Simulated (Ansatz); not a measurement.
Here is the system:

LiBr (rock salt), conventional cell a = b = c = 5.411 Å, α = β = γ = 90.00°. The calculation uses the primitive cell of 2 atoms, to which meshes and values per cell refer.

The volume is varied about the relaxed value V₀ at fixed cell shape. Symmetry pins the atoms to their sites.

All values below come from PBEsol (plane waves to 420 eV, PAW, scalar-relativistic; Ansatz, an electronic-structure program). k mesh 11×11×11 (Γ-centred), Fermi-Dirac smearing 0.05 eV. E stands for the smeared free energy. Stress and pressure are positive under compression. LiBr was relaxed with its symmetry unable to fall. The zero of ΔE is the relaxed starting cell.

The scan covers V/V₀ from 0.940 to 1.060 in 13 points.

Task: What is ΔE at V/V₀ = 1.060?

Result: 5.8 meV/atom.

Task: What pressure does the cell carry at V/V₀ = 0.940?

Result: 2.04 GPa.

Task: What is ΔE at V/V₀ = 0.940?

Result: 7.1 meV/atom.

(Under strain, the slope of the energy per volume gives the stress and its curvature an elastic modulus.)
